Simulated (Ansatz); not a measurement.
SrAl₂H₂: stationary points along a deformation path

Method: DFT PBEsol, scalar-relativistic, plane waves, PAW in Ansatz 0.2.0. Cutoff 420 eV, Γ-centred 12×12×12 k-points, Gaussian smearing of 0.15 eV. No spin polarisation. Energies are free energies at this smearing, counted from the undisturbed cell; pressure is positive in compression.

The undisturbed cell (as given, not relaxed at this level; it stands at -1.3 GPa, and it needn't be the usual structure):

```
CELL_PARAMETERS angstrom
4.52530 0.00000 0.00000
-2.26265 3.91902 0.00000
0.00000 0.00000 4.72140
ATOMIC_POSITIONS crystal
Sr 0.00000 0.00000 0.00000
Al 0.33333 0.66667 0.45890
Al 0.66667 0.33333 0.54110
H 0.33333 0.66667 0.09760
H 0.66667 0.33333 0.90240
```

At fixed volume and fractional coordinates, lengths along (0.000, 0.000, 1.000) are scaled against those across it; ρ is that ratio over its starting value. V = 16.747 Å³/atom. Δσ is the stress along the axis less the mean stress across it (compression positive).

| ρ | ΔE (meV/atom) | Δσ (GPa) | space group |
| --- | --- | --- | --- |
| 0.800 | 209.6 | 27.17 | P-3m1 |
| 0.850 | 111.0 | 19.55 | P-3m1 |
| 0.920 | 29.8 | 9.96 | P-3m1 |
| 0.960 | 7.6 | 5.00 | P-3m1 |
| 1.000 | 0.0 | 0.40 | P-3m1 |
| 1.050 | 7.6 | -4.83 | P-3m1 |
| 1.100 | 30.9 | -9.41 | P-3m1 |
| 1.200 | 109.8 | -16.21 | P-3m1 |
| 1.300 | 213.2 | -20.76 | P-3m1 |

Q: How does the stress give the slope of the energy, and where is the energy stationary?

A: Along the path d ln(length) is 2/3 d ln ρ on the axis and −1/3 d ln ρ across it, so dE/d ln ρ = −(2/3) V Δσ: the energy falls with ρ where Δσ is positive. Δσ vanishes or changes sign between ρ = 1.000 and 1.050, a minimum (near 1.00 by linear interpolation). Pairs of stationary points between two samples would go unseen, and could change a minimum read from distant neighbours into a maximum.

Q: Integrate that slope from ρ = 1 to 0.850 by the trapezoid rule.

A: With V/N in Å³ and 1 eV/Å³ = 160.2 GPa the slopes at ρ = 1.000, 0.960, 0.920, 0.850 are -28, -348, -694, -1362 meV/atom per unit of ln ρ. The steps add 7.7 + 22.2 + 81.4 = 111.2 meV/atom, against 111.0 from the energies; the trapezoid rule misses the curvature of the slope within each step.

Forces appear on the atoms along this scan, and letting them relax would lower the energy and soften the response. In a metal these slopes depend on the k mesh and the smearing.